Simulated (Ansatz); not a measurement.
FeB2:
```
CELL_PARAMETERS angstrom
      2.97954     0.00000     0.00000
     -1.48977     2.58036     0.00000
      0.00000     0.00000     3.16692
ATOMIC_POSITIONS crystal
  B  0.33333 0.66667 0.50000
  B  0.66667 0.33333 0.50000
  Fe 0.00000 0.00000 0.00000
```
The run is spin-polarised; directions of the spins, atom by atom: 0 0 ↑.

Relaxed with r²SCAN.

Problem. Give the Bader charges and basin volumes of the independent atoms, plane-wave PAW r²SCAN (Ansatz code).

Solution. 

```csv
atom,Bader charge (e),Bader volume (Å³)
B1,-0.48,7.8
Fe3,+0.96,8.8
```

Space group P6/mmm. The workflow started from an entry of the Crystallography Open Database (COD). Whether it is the stable phase at ambient conditions was not checked. Symmetry was held in the r²SCAN relaxation; whether a distortion lowers the energy is not shown. Magnetic state: ferromagnetic, chosen from 5 collinear starts compared on coarse meshes (ties went to the first, and starts can fall back to one state), not a proven ground state. Other orbital occupations within this spin state were not tried.

Potentials: the later of the program's two PAW sets.
